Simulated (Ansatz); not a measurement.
GaAs: computed property card

GaAs:
```cif
data_As2Ga2
_chemical_formula_sum 'Ga2 As2'
_space_group_name_H-M_alt 'P 1'
_space_group_IT_number 1
_cell_length_a 4.00730
_cell_length_b 4.00730
_cell_length_c 6.59859
_cell_angle_alpha 90.000
_cell_angle_beta 90.000
_cell_angle_gamma 120.000
loop_
_space_group_symop_operation_xyz
  'x, y, z'
loop_
_atom_site_label
_atom_site_type_symbol
_atom_site_fract_x
_atom_site_fract_y
_atom_site_fract_z
_atom_site_occupancy
Ga1 Ga 0.33333 0.66667 0.99994 1
Ga2 Ga 0.66667 0.33333 0.49994 1
As1 As 0.33333 0.66667 0.37406 1
As2 As 0.66667 0.33333 0.87406 1
```

Space group P6_3mc (No. 186), wurtzite; conventional cell a = 4.007 Å, b = 4.007 Å, c = 6.599 Å, α = 90.00°, β = 90.00°, γ = 120.00°.

Method: HSE06 (plane waves, PAW; program Ansatz). The cell and atoms are relaxed at this level. Other levels are named where they apply.

Cell and energy:

```
Property              Value
---------------  ----------
Volume per atom    22.94 Å³
Density          5.23 g/cm³
```

Electronic structure:

```
Quantity                                                                               Value
----------------------------  --------------------------------------------------------------
Band gap                                                                    1.29 eV (direct)
Valence-band maximum                                                                    at Γ
Conduction-band minimum                                                                 at Γ
Gap with spin–orbit coupling  1.17 eV (at the special points and the edges found without it)
```

Mechanics:

```
Property                              Result
----------------------------------  --------
Bulk modulus (Birch–Murnaghan fit)  719 kbar
Pressure derivative B′                   4.5
```

Charges:

```
Property                      Value
-------------  --------------------
Bader charges  Ga +0.82, As -0.82 e
```

The first step of the workflow began from a Materials Project structure, measured or hypothetical; the Crystallography Open Database copy checked does not list it. It is not the phase usual at ambient conditions (space group No. 216). The cell was relaxed with HSE06 under the symmetry of its start; whether a distortion lowers the energy is not shown. The hybrid was solved on a coarse mesh, the path and, where they were found, the r²SCAN edge points; its band edges are the extreme levels among these. Spin–orbit coupling is left out wherever it is not named.

Potentials: the earlier of the program's two PAW sets.
